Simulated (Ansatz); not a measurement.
Input:

Relaxed SiO$_{2}$ (rutile):

```
SiO2
1.0
    4.18520     0.00000     0.00000
    0.00000     4.18520     0.00000
    0.00000     0.00000     2.66883
Si O
2 4
Cartesian
  2.09260   2.09260   1.33442
  0.00000   0.00000   0.00000
  3.37369   3.37369   1.33442
  1.28109   2.90410   0.00000
  2.90410   1.28109   0.00000
  0.81150   0.81150   1.33442
```

In this cell atom 5 (O, nearest neighbour Si at 1.760 Å; its periodic images, 2.7 Å or more away, move with it) is moved by u·(1.000, 0.000, 0.000) + v·(0.000, 1.000, 0.000); the rest is frozen.

The numbers are results of r2SCAN (plane waves to 500 eV, PAW, scalar-relativistic; Ansatz, a first-principles code), not measurements. k mesh 7×7×10 (Γ-centred), Fermi-Dirac smearing 0.05 eV. The energy includes the smearing's −TS. Points where atoms come too close for the PAW data are left out (x in tables, blank in figures). SiO2 was relaxed with its symmetry unable to fall. The zero of ΔE is the undisplaced structure. Axes are in Å.

The scan covers u from -0.440 to 0.440 Å in 7 points and v from -0.440 to 0.440 Å in 7 points.

In which direction of the plane is the atom held most weakly?

45° from u towards v.

What are the two principal curvatures of the energy at the centre?

12.7 and 33.5 eV/Å².

(For displaced atoms, the force is minus the slope of the energy, and its curvature is a force constant, which sets phonon frequencies.)
